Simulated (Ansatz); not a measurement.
Values for one crystal, relaxed and computed with PBEsol (plane waves, PAW; program Ansatz); other levels are named.

* **Volume per atom**: 10.88 Å³
* **Electronic character**: metallic (no gap)
* **Density of states at the Fermi level**: 0.98 states/eV per atom (mean over ±0.08 eV)
* **Young's modulus**: 274 GPa
* **Mechanical stability**: stable (all eigenvalues of C positive)
* **Debye temperature from the elastic constants**: 659 K
* **Pressure derivative B′**: 4.1

Q: Pick the material that matches.
A. Ta2InC, P6_3/mmc (Ta on 4f, In on 2d, C on 2a)
B. CoSi2, P6/mmm (Co on 1a, Si on 2d)
C. V2SiN, P6_3/mmc (V on 4f, Si on 2d, N on 2a)
D. AlRu2C, P6_3/mmc (Al on 2d, Ru on 4f, C on 2a)

A: C, V2SiN, P6_3/mmc (V on 4f, Si on 2d, N on 2a)

The start of the workflow was typed in or built on a structure type; neither database checked (COD, Materials Project) lists it. Its standing as an ambient phase is unchecked. Symmetry was held in the PBEsol relaxation; whether a distortion lowers the energy is not shown. The workflow began spin-polarised and lost its moments. As this level gives no gap, shear constants depend on the k-mesh and smearing (Fermi–Dirac, 0.1 eV here). On the denser mesh and wider smearing of the elastic run this cell carries a stress of 0.4 GPa.

Potentials: the later of the program's two PAW sets.
